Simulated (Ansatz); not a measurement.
Data:

Generalised stacking fault of CoSi2 (fluorite type, space group Fm-3m) on the {100} plane. The cell below holds the perfect crystal with the plane normal along z; tilting its third vector by the shift puts one fault into each cell, between planes 1.34 Å apart, at fixed cell height.

```
CELL_PARAMETERS angstrom
      3.78986     0.00000     0.00000
      0.00000     3.78986     0.00000
      1.89493     1.89493     8.03950
ATOMIC_POSITIONS crystal
  Co 0.00000 0.00000 0.91667
  Co 0.33333 0.33333 0.25000
  Co 0.66667 0.66667 0.58333
  Si 0.91667 0.41667 0.08333
  Si 0.25000 0.75000 0.41667
  Si 0.58333 0.08333 0.75000
  Si 0.41667 0.91667 0.08333
  Si 0.75000 0.25000 0.41667
  Si 0.08333 0.58333 0.75000
```

In-plane vectors a = (3.790, 0.000) Å, b = (0.000, 3.790) Å, area 14.36 Å². The shift is s times the vector a + b (length 5.360 Å), so s = 1 restores the start. The shift is rigid: no atom relaxes. γ = [E(shift) − E(0)] / area.

Method: PBE (plane waves to 420 eV, PAW, scalar-relativistic; Ansatz, a first-principles code). k mesh 11×11×11 (Γ-centred), Fermi-Dirac smearing 0.05 eV. E is the zero-smearing estimate. With partly filled bands, the k mesh leaves noise in γ, roughly 0.02 J/m² as judged from a few cases. Faults lie only 8.0 Å apart, and holding the cell height and the atoms raises γ above its relaxed value. CoSi2 is run without spin polarisation. CoSi2 was relaxed with its symmetry unable to fall. γ is measured from zero shift.

The scan covers s from 0.000 to 0.917 in 12 points.

**Question.** At which s is γ highest?

**Answer.** s = 0.250 and s = 0.750.

**Question.** Does γ have a local minimum between the ends of the line, and at which s?

**Answer.** s = 0.500.

**Question.** What is γ at the local minimum s = 0.500?

**Answer.** 0.67 J/m².

**Question.** What is the highest γ among twelve even steps of s?

**Answer.** 3.42 J/m².

(The slope of γ gives the shear force per area between the displaced halves; near zero shift its curvature is an elastic stiffness.)
